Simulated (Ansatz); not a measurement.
GaN:
```
CELL_PARAMETERS angstrom
      5.57131     0.00000     0.00000
      0.00000     5.57131     0.00000
      0.00000     0.00000     5.57131
ATOMIC_POSITIONS crystal
  Ga 0.25000 0.00000 0.50000
  Ga 0.50000 0.25000 0.00000
  Ga 0.50000 0.75000 0.00000
  Ga 0.75000 0.00000 0.50000
  Ga 0.00000 0.50000 0.75000
  Ga 0.00000 0.50000 0.25000
  N  0.25000 0.50000 0.00000
  N  0.00000 0.25000 0.50000
  N  0.00000 0.75000 0.50000
  N  0.75000 0.50000 0.00000
  N  0.50000 0.00000 0.75000
  N  0.50000 0.00000 0.25000
```

Relaxed with PBE. Special points in fractions of this cell's reciprocal vectors: Γ (0.000, 0.000, 0.000); X (0.000, 0.500, 0.000); M (0.500, 0.500, 0.000); R (0.500, 0.500, 0.500).

Problem. List the band energies nearest the valence-band maximum at these points for DFT-PBE in the program Ansatz with PAW potentials.

Solution. In eV from the valence-band maximum; about four levels below and three above (degenerate sets whole), none deeper than 8.9 eV; points with the same levels are listed once.

| k | below | above |
|---|---|---|
| Γ | -1.61 -1.61 -1.61 0.00 0.00 0.00 | 1.50 4.60 4.60 4.60 |
| X | -0.81 -0.81 -0.23 -0.23 | 3.63 3.63 4.23 4.23 |
| M | -1.05 -1.05 -0.83 -0.28 | 3.95 4.91 4.95 4.95 |
| R | -1.49 -1.49 -1.49 -1.49 | 5.75 5.75 5.75 5.75 5.75 5.75 |

Space group Pm-3n. The start of the workflow was typed in or built on a structure type; neither database checked (COD, Materials Project) lists it. It is not the phase usual at ambient conditions (space group No. 186, 216). Symmetry was held in the PBE relaxation; whether a distortion lowers the energy is not shown. Scalar-relativistic: spin–orbit coupling is off unless named, which matters more the heavier the elements.

Potentials: the later of the program's two PAW sets.
